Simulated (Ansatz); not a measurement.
Be$_{5}$Pt in space group F-43m (No. 216; Be on 4c, Be on 16e, Pt on 4a), the program Ansatz at the r²SCAN level (PAW), all energies at zero smearing, with the estimated change up to a 700 eV cutoff added, with one set of potentials and settings (totals compare only within such a set). Cell of 6 atoms (5 Be, 1 Pt): -13006.378 eV.

```tsv
element	reference phase	E (eV/atom)
Be	P6_3/mmc, 2 atoms in the cell	-93.3347
Pt	Fm-3m, 1 atoms in the cell	-12536.7848
```

Formation energy per atom, worked out: (-13006.378 − 5×(-93.3347) − 1×(-12536.7848))/6 = -0.487 eV/atom (-47 kJ per mol of atoms), at 0 K, without zero-point energy or fitted corrections.

The workflow started from a Materials Project entry (that database holds measured and hypothetical structures alike); the Crystallography Open Database copy checked does not list it. With Be and Pt taken as one species the cell has the higher symmetry Fd-3m, so it may be an ordered model of a mixed-site phase. Whether it is the stable phase at ambient conditions was not checked. Symmetry was held in the r²SCAN relaxation; its stability against distortions is not shown here. The run is not spin-polarised. The references are the lowest solids computed at this level, not always the standard phases. Spin–orbit coupling is left out wherever it is not named.

Potentials: the later of the program's two PAW sets.
